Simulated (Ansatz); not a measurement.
Run on B₂W: DFT, PBEsol, all-electron LAPW, scalar-relativistic (Ansatz 0.2.0).

The cell comes from a relaxation on PAW files under the same functional, begun from a database entry that needn't be the ground state.

Command: `ansatz run input.yaml --threads 1 --pin off --max-ram 3072MiB --backend cpu --events-out ev --progress --plain --runs-dir out` It took 48 s on 1 thread of Intel(R) Xeon(R) Platinum 8488C (Sapphire Rapids), with other jobs on the host, peak memory 0.73 GiB.

```yaml
crystal:
  lattice:
    - [3.0119508823, 0.0, 0.0]
    - [-1.5059754411, 2.608425979, 0.0]
    - [0.0, 0.0, 3.3126848888]
  atoms:
    - { symbol: B, position: [0.3333333333, 0.6666666667, 0.5] }
    - { symbol: B, position: [0.6666666667, 0.3333333333, 0.5] }
    - { symbol: W, position: [0.0, 0.0, 0.0] }
kpoints:
  mp_grid: { grid: [14, 14, 12] }
  band_path:
    path:
      - [0.0, 0.0, 0.0]
      - [0.5, 0.0, 0.0]
      - [0.3333333333, 0.3333333333, 0.0]
      - [0.0, 0.0, 0.0]
      - [0.0, 0.0, 0.5]
      - [0.5, 0.0, 0.5]
      - [0.3333333333, 0.3333333333, 0.5]
      - [0.0, 0.0, 0.5]
      - [0.5, 0.0, 0.5]
    npoints: 14
scf:
  occupations: { method: fermi_dirac, width: 0.05 }
hamiltonian:
  xc: pbesol
  pseudopotentials: { kind: all_electron, lapw: { basis_error: 0.0005 } }
output:
  forces: true
  stress: true
  eigenvalues: true
  populations: true
  dos: { projected: true, de: 0.2, e_range: [-14, 8] }
```

Output:

```
B: projections on atomic orbitals take those of the free atom 1s2 2s2 2p1, of charge +0.00 (hamiltonian.pseudopotentials.projection_atoms)
W: projections on atomic orbitals take those of the free atom 1s2 2s2 2p6 3s2 3p6 3d10 4s2 4p6 4d10 4f14 5s2 5p6 5d4 6s2, of charge +0.00 (hamiltonian.pseudopotentials.projection_atoms)
LAPW: plane waves up to 9.506 Å⁻¹, error target 5.0e-4 eV per atom; small_component_spin mean_spin; B in spheres of 0.869 Å, 5 of its electrons in bands, Dirac shells []; W in spheres of 1.316 Å, 44 of its electrons in bands, Dirac shells [] (how accurate: hamiltonian.pseudopotentials.lapw.basis_error, Limitations)
Engine: ansatz 0.2.0
Pseudopotentials: kind: all_electron
Pseudopotential: B, LAPW, valence charge 5, lapw/all_electron/scalar/gaussian/B, Koelling and Harmon's equation, gaussian nucleus
Pseudopotential: W, LAPW, valence charge 44, lapw/all_electron/scalar/gaussian/W, Koelling and Harmon's equation, gaussian nucleus
Functional definition: PBEsol
  exchange = pbesol_x
  correlation = pbesol_c
Crystal: 3 atoms, lattice volume = 26.026 Å³
Basis set: ecut = 344.30445820790146 eV, 389 PW (Γ), exchange–correlation at level 2
Bands: 33, of which v1, the nominal top of the filled ones, is band 27 counted from 1 (26 counted from 0)
Symmetry: 24 space group operations
Space group: P6/mmm (ITA 191), of the structure as read, at distance tolerance 3.0e-5 Å
k-points: 168 of 2352
Non-local potential: B, projectors of the file, none
Non-local potential: W, projectors of the file, none
Initial density: superposition of atomic densities (chi_scale 0.1, normalization cell, long waves kept (reshape's long-wave potential 0.00 eV rms))
Initial wavefunctions: plane waves of lowest kinetic energy (no species holds an atomic orbital)
Functional: x = pbesol(κ = 0.804, μ = 0.12345679012345678), c = pbesol(β = 0.046)
iter 1 solved again at ethr=9.44e-3 eV; its pass at ethr=1.00e-1 eV (dr2=5.10e0 eV) is discarded
SCF iter   1: F=—  HF=-440422.030671 eV  |F-HF|=—  |Δ(HF+E_count)|=         —  Δρ=1.03e-1  dr2=5.10e0  ethr=9.44e-3  ⟨swp⟩=2.0  Hψ=35256  notcnv=0
preconditioner: auto → Kerker (q_TF=auto, 3.081 Å⁻¹)  [metal: Δε(μ)=0.014 eV  Ē_g=26.146 eV  σ=0.050 eV  W_gap=0.07  n_scr=20 (ndim 8)  ℏωp=41.2 eV  f_vac=0.000  D(μ)=1.11/eV (n_scr^D=8)]
SCF iter   2: F=—  HF=-440420.468843 eV  |F-HF|=—  |Δ(HF+E_count)|=    1.56e0  Δρ=3.41e-2  dr2=5.50e-1  ethr=9.44e-3  ⟨swp⟩=2.4  Hψ=15359  notcnv=0
SCF iter   3: F=—  HF=-440420.365190 eV  |F-HF|=—  |Δ(HF+E_count)|=   1.04e-1  Δρ=2.51e-2  dr2=3.17e-1  ethr=1.02e-3  ⟨swp⟩=2.0  Hψ=16614  notcnv=0  defer=1
iter 4 solved again at ethr=5.82e-5 eV; its pass at ethr=5.87e-4 eV (dr2=3.14e-2 eV) is discarded
SCF iter   4: F=—  HF=-440420.303790 eV  |F-HF|=—  |Δ(HF+E_count)|=         —  Δρ=8.43e-3  dr2=3.14e-2  ethr=5.82e-5  ⟨swp⟩=2.0  Hψ=27817  notcnv=0
the basis was enlarged: its passes take 282.0 KiB over the memory plan, 1 of 1 planned eigensolver slots
SCF iter   5: F=—  HF=-440420.289023 eV  |F-HF|=—  |Δ(HF+E_count)|=   1.48e-2  Δρ=2.49e-3  dr2=9.58e-4  ethr=5.81e-5  ⟨swp⟩=3.0  Hψ=17039  notcnv=0
SCF iter   6: F=—  HF=-440420.288909 eV  |F-HF|=—  |Δ(HF+E_count)|=   1.14e-4  Δρ=8.80e-4  dr2=2.60e-4  ethr=1.77e-6  ⟨swp⟩=2.7  Hψ=15860  notcnv=0
SCF iter   7: F=—  HF=-440420.288874 eV  |F-HF|=—  |Δ(HF+E_count)|=   3.46e-5  Δρ=1.71e-4  dr2=8.26e-6  ethr=4.82e-7  ⟨swp⟩=2.0  Hψ=15695  notcnv=0
SCF iter   8: F=—  HF=-440420.288874 eV  |F-HF|=—  |Δ(HF+E_count)|=   4.94e-7  Δρ=4.14e-5  dr2=3.83e-7  ethr=1.53e-8  ⟨swp⟩=2.0  Hψ=15695  notcnv=0
SCF iter   9: F=-440420.288874 eV  HF=-440420.288874 eV  |F-HF|=5.30e-9  |Δ(HF+E_count)|=   4.92e-8  Δρ=8.46e-6  dr2=1.24e-8  ethr=7.09e-10  ⟨swp⟩=2.0  Hψ=15706  notcnv=0
SCF 1 converged in 9 iterations: F = -440420.288874 eV  dr2 = 1.24e-8
NSCF: frozen V_eff on 113 k-points
SCF converged after 9 iterations
Free energy (F): -440420.288874 eV
Harris-Foulkes:  -440420.288874 eV  (|F-HF|=5.30e-9)
Internal energy: -440420.277894 eV  (E = F + TS)
E sigma→0 (E₀):  -440420.283384 eV
Entropy (-TS):   -0.010980 eV (-3.660 meV/atom)
Fermi energy:    24.932626 eV
--- Per-component energies (eV) ---
  E_band       = -5070.389117
  E_kinetic    = 493033.904538
  E_xc         = -8922.269201
  E_electrostatic = -924531.913230  (all electrons and nuclei)
  E_smearing   = -0.010980  (= −TS)
  E_closure    = 0.000000  (closes the sum)
  E_atoms      = -440393.422560  (free atoms, spherical and without spin; not in F)
  Σ components = -440420.288874   (vs F -440420.288874, Δ=0.00e0)
  Basis errors (estimates in eV, not in F): energy 2.2e-4 per atom: plane waves 2.0e-4 (1.1e-4 summed), levels above the bands 9.0e-60, relativity 7.4e-9, radial functions 2.3e-5, core shells 9.2e-8; eigenvalues (radial functions only) 1.8e-6; not estimated: angular momenta, meshes, grids; target (lapw.basis_error) 5.0e-4; muffin-tin radii B 0.869 Å, W 1.316 Å
--- Forces (eV/Å), atoms counted from 1 ---
  atom   1  B      0.00000000     0.00000000     0.00000000
  atom   2  B     -0.00000000    -0.00000000     0.00000000
  atom   3  W     -0.00000000     0.00000000     0.00000000
  max |Σ_I F_I| component: 9.25e-18 eV/Å
--- Stress (GPa, compression-positive) ---
       -0.029811       0.000000       0.000000
        0.000000      -0.029811       0.000000
        0.000000       0.000000      -0.016988
  P = ⅓ Tr σ = -0.0255 GPa (-0.255 kbar)
--- Band table (eV; the first three rows and the last of 168) ---
  k-point 0: bands = ["-393.6078", "-393.6078", "-393.6067", "-208.8996", "-208.8996", "-208.8908", "-208.8908", "-208.8819", "-148.3527", "-148.3339", "-50.0426", "-14.4227", "-14.0803", "-14.0803", "-4.2716", "-4.2716", "-4.2636", "-4.2572", "-4.2572", "-4.2561", "-4.2339", "8.9752", "19.1709", "19.8924", "19.8924", "20.6067", "25.3847", "25.3847", "27.4012", "27.4012", "29.0628", "29.0628", "29.8223"]
  k-point 1: bands = ["-393.6078", "-393.6078", "-393.6067", "-208.8996", "-208.8996", "-208.8908", "-208.8908", "-208.8819", "-148.3527", "-148.3339", "-50.0422", "-14.4360", "-14.0793", "-14.0793", "-4.2717", "-4.2717", "-4.2636", "-4.2569", "-4.2569", "-4.2565", "-4.2339", "9.0915", "18.6508", "19.9735", "19.9735", "21.0414", "24.9966", "24.9966", "27.1561", "27.1561", "29.6364", "29.6364", "29.7875"]
  k-point 2: bands = ["-393.6078", "-393.6078", "-393.6067", "-208.8996", "-208.8996", "-208.8908", "-208.8908", "-208.8819", "-148.3527", "-148.3339", "-50.0413", "-14.4720", "-14.0765", "-14.0765", "-4.2721", "-4.2721", "-4.2637", "-4.2576", "-4.2562", "-4.2562", "-4.2339", "9.4310", "17.6776", "20.2157", "20.2157", "21.7942", "24.2404", "24.2404", "26.5001", "26.5001", "29.6961", "30.9383", "30.9383"]
  k-point 167: bands = ["-393.6078", "-393.6078", "-393.6067", "-208.8996", "-208.8996", "-208.8908", "-208.8908", "-208.8819", "-148.3441", "-148.3425", "-49.9966", "-14.5022", "-14.4902", "-14.4159", "-4.2700", "-4.2679", "-4.2616", "-4.2606", "-4.2575", "-4.2531", "-4.2436", "13.6040", "14.2902", "17.6195", "19.2253", "19.5540", "26.1848", "28.1838", "29.0617", "29.0762", "29.3717", "30.0858", "33.4945"]
--- Löwdin populations: 3 sites ---
  site symbol       q [e]
     0      B      5.3575
     1      B      5.3575
     2      W     73.2243
  spilling = 0.000722 (of n_electrons = 84.000000)
```

populations.tsv:

```
# site	symbol	l	j	q
# orbitals = lowdin
# n_electrons = 84.000000
# spilling = 0.000722
# projection_atom_B: 1s2 2s2 2p1
# projection_atom_W: 1s2 2s2 2p6 3s2 3p6 3d10 4s2 4p6 4d10 4f14 5s2 5p6 5d4 6s2
0	B	0_1S	-	1.986716
0	B	0_2S	-	0.712465
0	B	1_2P	-	2.658336
1	B	0_1S	-	1.986716
1	B	0_2S	-	0.712465
1	B	1_2P	-	2.658336
2	W	0_1S	-	1.999999
2	W	0_2S	-	1.999967
2	W	0_3S	-	1.999592
2	W	0_4S	-	1.995835
2	W	0_5S	-	1.938776
2	W	0_6S	-	0.365410
2	W	1_2P	-	6.000000
2	W	1_3P	-	5.999997
2	W	1_4P	-	5.999893
2	W	1_5P	-	5.987466
2	W	2_3D	-	9.999999
2	W	2_4D	-	9.999921
2	W	2_5D	-	4.938423
2	W	3_4F	-	13.999021
```

Spin–orbit coupling is left out, which matters for the heavy atoms. The relaxed volume lies +8 % from the database entry's, so this cell isn't the real material's; missing dispersion or a faulty entry can cause that.
